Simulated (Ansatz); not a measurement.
Electric field gradients in Y10Al3Ru

The cell is a measured structure from the Crystallography Open Database (COD), ions relaxed with PBE at fixed cell.

Space group P6_3/mmc (No. 194); a = 9.5888, c = 9.5942 Å, γ = 120.00°.

| site | Wyckoff | site symmetry | x | y | z |
| --- | --- | --- | --- | --- | --- |
| Y1 | 12k | .m. | 0.2075 | 0.4149 | 0.0595 |
| Y13 | 6h | mm2 | 0.5405 | 0.0810 | 0.2500 |
| Y19 | 2a | -3m. | 0.0000 | 0.0000 | 0.0000 |
| Al | 6h | mm2 | 0.2257 | 0.1128 | 0.2500 |
| Ru | 2c | -6m2 | 0.3333 | 0.6667 | 0.2500 |

One atom of each set is listed.

All values are calculated (Ansatz; DFT, r2SCAN, plane waves and PAW, scalar-relativistic, 500 eV cutoff, Γ-centred 4×4×4 k-points, Fermi–Dirac smearing 0.05 eV), not measured.

V_zz is the principal component of the electric field gradient with the largest magnitude, η = (V_xx − V_yy)/V_zz and C_Q = eQV_zz/h.

²⁷Al: I = 5/2, Q = 146.6 mb; 101Ru: I = 5/2, Q = 457.0 mb. Nuclear quadrupole moments: year-2017 set (Pyykkö).

```csv
site,atoms,first shell,V_zz (10²¹ V/m²),η,C_Q (MHz)
Y1,12,1 Ru at 2.78 Å,-5.06,0.17,–
Y13,6,"2 Al at 3.18 Å, 1 Ru at 3.44 Å, 10 Y at 3.52–3.63 Å",1.70,0.01,–
Y19,2,"6 Al at 3.04 Å, 6 Y at 3.49 Å",-3.89,0.00,–
Al,6,"10 Y at 3.04–3.50 Å, 2 Al at 3.25 Å",-1.42,0.71,-5.05
Ru,2,6 Y at 2.78 Å,10.25,0.00,113
```

An axis of threefold or higher order runs through Y19 and Ru, so V_zz lies along it and η is zero. At Y1 V_zz points along its bond to Ru (within 2°).

Y has no stable isotope with a ground-state quadrupole moment in the table, so no C_Q is given.

The run finds no gap above 0.1 eV (a metal, or nearly one), so the gradients can move by 10 % or more with the k-mesh. Without spin–orbit coupling (the program notes it for Ru and Y) the gradients can shift somewhat, as the gap is small. With these PAW files V_zz is typically within 2 to 3 % of all-electron values, but misses above 10 % occur on Al, Ru.
